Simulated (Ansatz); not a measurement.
# Structures of Ga2Mo: which is lowest?

Plane-wave DFT in Ansatz with scalar-relativistic PAW potentials, cutoff 420 eV, Γ-centred meshes chosen by cell and gap, Gaussian smearing with energies taken to zero width. Every cell was relaxed (cell and atoms) in a run of its own, within the symmetry of its start. Functional: PBE.

Relaxed structures (starts from databases or built by putting these elements on another compound's sites):
A. P6/mmm, 3 atoms in the computed cell, a = 4.460 Å, c = 2.671 Å; sites (symmetry × multiplicity) Ga -6m2 × 2, Mo 6/mmm × 1; start: built
B. Fd-3m, 6 atoms in the computed cell, a = 7.122 Å; sites (symmetry × multiplicity) Ga .-3m × 16, Mo -43m × 8; start: built

Problem. Rank them by energy. Could pressure change the order?

Solution.
```tsv
structure	group	E − E(lowest) (meV/atom)	V (Å³/atom)	gap on mesh (eV)
A	P6/mmm	0.0	15.34	0.00
B	Fd-3m	225	15.05	0.00
```

A is lowest, 225 meV/atom under B. The two lowest differ in volume by under 3 %, too little for a first-order estimate of what pressure does to that pair (other pairs aren't weighed here); with rigid cells even 3 % in favour of the higher one would need about 78 GPa. Other structures may lie lower than all of these, and vibrations aren't counted.